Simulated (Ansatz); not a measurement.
Problem. Monolayer P (puckered, Pmna in the vacuum cell, 4 atoms) is relaxed with plane-wave PAW LDA (Ansatz code). What in-plane lattice and thickness result?

Solution. a = 3.271 Å, b = 4.366 Å; 2.11 Å between the outermost nuclei.

Band gap: 0.56 eV (nearly direct: the direct gap is 0.57 eV). Valence-band maximum: on the Γ–X line, 12 % of the way from Γ. Conduction-band minimum: at Γ. Ionisation potential (Kohn–Sham): 5.02 eV. Electron affinity (Kohn–Sham): 4.46 eV. Electron effective mass, in the valley at Γ: 1.2 along x, 0.11 along y (mₑ). Hole effective mass, in the valley on the Γ–X line, 12 % of the way from Γ: 1.5 along x, 0.10 along y (mₑ).

A layer that has been made, often on a substrate. Symmetry was held in the LDA relaxation; whether a distortion lowers the energy is not shown.

Potentials: the later of the program's two PAW sets.
